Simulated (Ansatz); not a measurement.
AgI:
```cif
data_AgI
_chemical_formula_sum 'Ag1 I1'
_space_group_name_H-M_alt 'P 1'
_space_group_IT_number 1
_cell_length_a 4.17175
_cell_length_b 4.17175
_cell_length_c 4.17175
_cell_angle_alpha 60.000
_cell_angle_beta 60.000
_cell_angle_gamma 60.000
loop_
_space_group_symop_operation_xyz
  'x, y, z'
loop_
_atom_site_label
_atom_site_type_symbol
_atom_site_fract_x
_atom_site_fract_y
_atom_site_fract_z
_atom_site_occupancy
Ag1 Ag 0.00000 0.00000 0.00000 1
I1 I 0.50000 0.50000 0.50000 1
```

Relaxed with LDA.

Give the optical modes at the zone centre with their infrared activity from DFPT, plane-wave PAW LDA (Ansatz code).

Transverse frequencies, without the LO–TO term; a row sums one degenerate level.

```json
[
 {"ω (cm⁻¹)": "74", "degeneracy": "3", "IR ((D/Å)²/amu)": "3.26", "activity": "IR", "symmetry": "T1u"}
]
```

How high does the top mode go among those that the LO–TO term moves?

103 cm⁻¹ for q along x.

Space group Fm-3m (rock salt). This is a known high-pressure phase of the composition, computed here at zero pressure and temperature. The LDA relaxation kept the symmetry of its start; phonons on a q-mesh show weakly imaginary modes. The run is not spin-polarised. Spin–orbit coupling is left out wherever it is not named.

Potentials: the later of the program's two PAW sets.
